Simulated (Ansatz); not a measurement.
Mg₂SeS:
```cif
data_Mg2SSe
_chemical_formula_sum 'Mg2 Se1 S1'
_space_group_name_H-M_alt 'P 1'
_space_group_IT_number 1
_cell_length_a 4.09892
_cell_length_b 4.09892
_cell_length_c 5.78453
_cell_angle_alpha 90.000
_cell_angle_beta 90.000
_cell_angle_gamma 90.000
loop_
_space_group_symop_operation_xyz
  'x, y, z'
loop_
_atom_site_label
_atom_site_type_symbol
_atom_site_fract_x
_atom_site_fract_y
_atom_site_fract_z
_atom_site_occupancy
Mg1 Mg 0.50000 0.00000 0.73687 1
Mg2 Mg 0.00000 0.50000 0.26313 1
Se1 Se 0.50000 0.50000 0.00000 1
S1 S 0.00000 0.00000 0.50000 1
```

Relaxed with PBEsol.

**Question.** Give the optical modes at the zone centre with their infrared activity from DFPT, the program Ansatz at the PBEsol level (PAW).

**Answer.** Transverse frequencies, without the LO–TO term; a row sums one degenerate level.

| ω (cm⁻¹) | degeneracy | IR ((D/Å)²/amu) | activity | symmetry |
|---|---|---|---|---|
| 97 | 2 | 0.01 | IR | E |
| 214 | 1 | 0.40 | IR | B2 |
| 275 | 2 | 6.51 | IR | E |
| 307 | 1 | 10.17 | IR | B2 |
| 320 | 2 | 14.64 | IR | E |
| 325 | 1 | 0.00 | IR-inactive | A1 |

**Question.** How high does the top mode go among those that the LO–TO term moves?

**Answer.** 386 cm⁻¹ for q along x, 386 cm⁻¹ for q along y, 381 cm⁻¹ for q along z.

Space group P-4m2. The workflow started from a Materials Project entry (that database holds measured and hypothetical structures alike); the Crystallography Open Database copy checked does not list it. Whether it is the stable phase at ambient conditions was not checked. Symmetry was held in the PBEsol relaxation; of distortions, only those at the zone centre were tested.

Potentials: the later of the program's two PAW sets.
